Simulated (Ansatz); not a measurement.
Mo₃Pt:
```
CELL_PARAMETERS angstrom
      4.98489     0.00000     0.00000
      0.00000     4.98489     0.00000
      0.00000     0.00000     4.98489
ATOMIC_POSITIONS crystal
  Mo 0.25000 0.00000 0.50000
  Mo 0.50000 0.75000 0.00000
  Mo 0.75000 0.00000 0.50000
  Mo 0.50000 0.25000 0.00000
  Mo 0.00000 0.50000 0.75000
  Mo 0.00000 0.50000 0.25000
  Pt 0.00000 0.00000 0.00000
  Pt 0.50000 0.50000 0.50000
```

Relaxed with r²SCAN. Special points in fractions of this cell's reciprocal vectors: Γ (0.000, 0.000, 0.000); X (0.000, 0.500, 0.000); M (0.500, 0.500, 0.000); R (0.500, 0.500, 0.500).

Task: List the band energies nearest the Fermi level at these points for the program Ansatz at the r²SCAN with spin–orbit coupling level (PAW).

Result: In eV from the Fermi level; about four levels below and three above (degenerate sets whole), none deeper than 8.9 eV; points with the same levels are listed once.

```csv
k,below,above
Γ,-0.09 -0.09 -0.09 -0.09,0.17 0.17 1.29 1.29
X,-0.16 -0.16 -0.16 -0.16,1.35 1.35 1.35 1.35
M,-0.17 -0.17 -0.02 -0.02,0.06 0.06 0.29 0.29
R,-1.65 -1.65 -1.65 -1.65,0.04 0.04 0.04 0.04 0.04 0.04 0.04 0.04
```

Space group Pm-3n (A15 (Cr3Si type)). The workflow started from an entry of the Crystallography Open Database (COD). Its standing as an ambient phase is unchecked. The r²SCAN relaxation kept the symmetry of its start; whether a distortion lowers the energy is not shown. No spin polarisation was allowed.

Potentials: the later of the program's two PAW sets.
